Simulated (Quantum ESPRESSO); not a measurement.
Kohn-Sham bands of TaS₂ (R-3m)

```yaml
crystal:
  lattice:
    - [-1.69172, 2.93014, 0.00000]
    - [-3.38344, 0.00000, 0.00000]
    - [-1.69172, 0.97671, 6.35141]
  atoms:
    - { symbol: Ta, position: [0.00000, 0.00000, 0.00000] }
    - { symbol: S, position: [0.25387, 0.25387, 0.23838] }
    - { symbol: S, position: [0.74613, 0.74613, 0.76162] }
```

Structure: Materials Project mp-555037, symmetrised, not relaxed again. COD (Crystallography Open Database) has the formula in 4 space groups, this one among them (matched by group alone). Level: PBEsol, no spin polarisation, no spin-orbit coupling; pw.x of Quantum ESPRESSO at 47 Ry with PseudoDojo potentials, 10×10×10 k-points, Wannier90. Density: 10×10×10 mesh, cold smearing 0.01 Ry. The cell is built of weakly bound layers, chains or molecules, whose nearest atoms lie 3.85 Å apart. Database cells relaxed without dispersion often hold them too far apart, which can enlarge gaps and weakens couplings between them; spacing and stacking were not compared with the measured crystal. Spin-orbit coupling is left out although heavy elements are present.

**Question.** List the Kohn-Sham levels between −8 and 3.0 eV relative to the Fermi level at the high-symmetry points, as a band run of pw.x on that density gives them (levels within 2 meV counted together).

**Answer.** 
```json
[
 {"point": "Γ", "k (reciprocal lattice)": "0.000 0.000 0.000", "levels (eV)": "-6.50, -3.88 (×2), -1.68, -0.69 (×2), 0.11 (×2), 0.25"},
 {"point": "T", "k (reciprocal lattice)": "0.000 0.000 0.500", "levels (eV)": "-5.75, -3.86 (×2), -3.20, -0.76 (×2), 0.12 (×2), 0.93"},
 {"point": "H_2", "k (reciprocal lattice)": "-0.318 -0.635 0.182", "levels (eV)": "-5.52, -5.27, -5.00, -3.83, -3.44, -3.07, 1.21, 1.46, 1.98"},
 {"point": "H_0", "k (reciprocal lattice)": "-0.365 -0.682 -0.182", "levels (eV)": "-5.52, -5.27, -5.00, -3.83, -3.44, -3.07, 1.21, 1.46, 1.98"},
 {"point": "L", "k (reciprocal lattice)": "0.000 -0.500 0.000", "levels (eV)": "-6.62, -4.70, -4.48, -3.88, -2.77, -1.88, -0.88, 2.42, 2.95"},
 {"point": "S_0", "k (reciprocal lattice)": "-0.341 -0.682 -0.341", "levels (eV)": "-5.48, -5.19, -5.13, -3.75, -3.51, -3.11, 1.22, 1.62, 1.83"},
 {"point": "S_2", "k (reciprocal lattice)": "-0.341 -0.659 0.000", "levels (eV)": "-5.48, -5.19, -5.13, -3.75, -3.51, -3.11, 1.22, 1.62, 1.83"},
 {"point": "F", "k (reciprocal lattice)": "-0.500 -0.500 0.000", "levels (eV)": "-6.76, -4.83, -3.97, -3.83, -2.67, -2.01, -1.13, 2.43, 2.94"}
]
```
